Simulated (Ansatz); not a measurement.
# An elastic constant from a strain scan in Sr

Theory: DFT r2SCAN, scalar-relativistic, plane waves, PAW in Ansatz. Settings: plane waves to 500 eV, k-mesh 12×12×8 (Γ-centred), Gaussian smearing 0.15 eV. No spin polarisation. Energies are free energies at this smearing, counted from the undisturbed cell; pressure is positive in compression.

The starting cell (as given, not relaxed at this level; it stands at 0.1 GPa; this form isn't the usual structure):

```
Sr
1.0
     4.31000    0.00000    0.00000
    -2.15500    3.73257    0.00000
     0.00000    0.00000    7.05000
Sr
2
Cartesian
  0.0000 2.4884 1.7625
  2.1550 1.2442 5.2875
```

The cell is strained by ε times the Voigt pattern (1, 1, 0, 0, 0, 0) (xx, yy, zz, yz, xz, xy; engineering shear) with fractional coordinates fixed. The cell holds 2 atoms in V0 = 113.42 Å³. The stress column is τ = (1/V0) dE/dε, got from the stress tensor σ (compression positive) at each point as −det(1 + εP) σ : P(1 + εP)⁻¹, with P the pattern as a tensor.

| ε | ΔE (meV/atom) | τ (GPa) |
| --- | --- | --- |
| -0.0600 | 45.306 | -4.452 |
| -0.0450 | 25.012 | -3.211 |
| -0.0300 | 11.037 | -2.069 |
| -0.0150 | 2.867 | -1.023 |
| 0.0000 | 0.000 | -0.072 |
| 0.0150 | 1.948 | 0.791 |
| 0.0300 | 8.261 | 1.575 |
| 0.0450 | 18.540 | 2.286 |
| 0.0525 | 25.053 | 2.618 |
| 0.0600 | ? | ? |

Question: Which combination of elastic constants does this scan measure, and how large is it?

Answer: For small ε, τ = τ0 + Kε with K = pᵀCp, which for this pattern is C11 + C22 + 2 C12 in the Cartesian frame shown. The parabola through τ at ε = -0.0150, 0 and 0.0150 has slope K = 60 GPa at zero. The energies per cell, E = NΔE, of the same two points give K = 2[E(ε₊)/ε₊ − E(ε₋)/ε₋]/[(ε₊ − ε₋)V0] = 60 GPa, in agreement.

Question: Predict the withheld row at ε = 0.0600 from the harmonic law, and compare.

Answer: ΔE = V0(τ0 ε + Kε²/2)/N = 37.016 meV/atom and τ = 3.56 GPa. The calculation gives 32.424 meV/atom and 2.93 GPa: the energy lies 12 % below the harmonic value, as bonds soften when stretched.

In a metal these slopes depend on the k mesh and the smearing.